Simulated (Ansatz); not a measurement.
HfN:
```xyz
2
Lattice="0.0000 2.2739 2.2739 2.2739 0.0000 2.2739 2.2739 2.2739 0.0000" Properties=species:S:1:pos:R:3 pbc="T T T"
Hf     0.0000     0.0000     0.0000
N      2.2739     2.2739     2.2739
```

Relaxed with PBE. Special points in fractions of this cell's reciprocal vectors: Γ (0.000, 0.000, 0.000); X (0.500, 0.000, 0.500); U (0.625, 0.250, 0.625); K (0.375, 0.375, 0.750); L (0.500, 0.500, 0.500); W (0.500, 0.250, 0.750).

Problem. List the band energies nearest the Fermi level at these points for the program Ansatz at the PBE level (PAW).

Solution. In eV from the Fermi level; about four levels below and three above (degenerate sets whole), none deeper than 8.9 eV; … stands for higher levels left out; points with the same levels are listed once.

```json
[
 {"k": "Γ", "below": "-2.95 -2.95 -2.95 -0.38 -0.38 -0.38", "above": "1.54 …"},
 {"k": "X", "below": "-5.47 -3.77 -3.67 -3.67", "above": "3.95 5.31 5.33 5.33"},
 {"k": "U", "below": "-6.31 -5.57 -4.93 -0.85", "above": "3.74 4.30 5.77"},
 {"k": "L", "below": "-8.82 -6.15 -6.15", "above": "3.13 3.56 3.56"},
 {"k": "W", "below": "-6.09 -5.49 -5.49", "above": "1.08 1.08 5.30"}
]
```

Space group Fm-3m (rock salt). The PBE relaxation kept the symmetry of its start. The run is not spin-polarised. With an odd number of electrons in the cell and no spin polarisation, the count alone makes it a metal. Spin–orbit coupling is left out wherever it is not named.

Potentials: the earlier of the program's two PAW sets.
